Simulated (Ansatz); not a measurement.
K2BrCl6F:
Space group Fm-3m (No. 225); a = b = c = 9.9937 Å, α = β = γ = 90.00°

```
atom  site  symmetry       x       y       z
----  ----  --------  ------  ------  ------
K       8c      -43m  0.2500  0.2500  0.2500
Br      4a      m-3m  0.0000  0.0000  0.0000
Cl     24e      4m.m  0.0000  0.0000  0.2445
F       4b      m-3m  0.5000  0.5000  0.5000
```
(The calculation used a cell of 10 atoms; values per cell refer to that cell.)

Relaxed with r²SCAN.

Question: Tabulate the valence density and the electron localisation function along the shortest Br–Cl contact (2.44 Å), DFT-r²SCAN in the program Ansatz with PAW potentials.

Answer: 

| distance from Br (Å) | density (e/Å³) | ELF |
|---|---|---|
| 0.24 | 0.39 | 0.00 |
| 0.37 | 0.69 | 0.06 |
| 0.49 | 1.00 | 0.39 |
| 0.61 | 1.15 | 0.74 |
| 0.73 | 1.09 | 0.86 |
| 0.86 | 0.90 | 0.85 |
| 0.98 | 0.71 | 0.74 |
| 1.10 | 0.58 | 0.59 |
| 1.22 | 0.53 | 0.52 |
| 1.34 | 0.57 | 0.57 |
| 1.47 | 0.70 | 0.67 |
| 1.59 | 0.93 | 0.75 |
| 1.71 | 1.25 | 0.77 |
| 1.83 | 1.55 | 0.74 |
| 1.95 | 1.60 | 0.66 |
| 2.08 | 1.24 | 0.51 |
| 2.20 | 0.58 | 0.34 |

The density is the valence pseudo-density with augmentation charge, so density and ELF within about 1 Å of a nucleus are not all-electron values.

The workflow started from a Materials Project entry (that database holds measured and hypothetical structures alike); the Crystallography Open Database copy checked does not list it. Whether it is the stable phase at ambient conditions was not checked. The cell was relaxed with r²SCAN under the symmetry of its start; its stability against distortions is not shown here.

Potentials: the later of the program's two PAW sets.
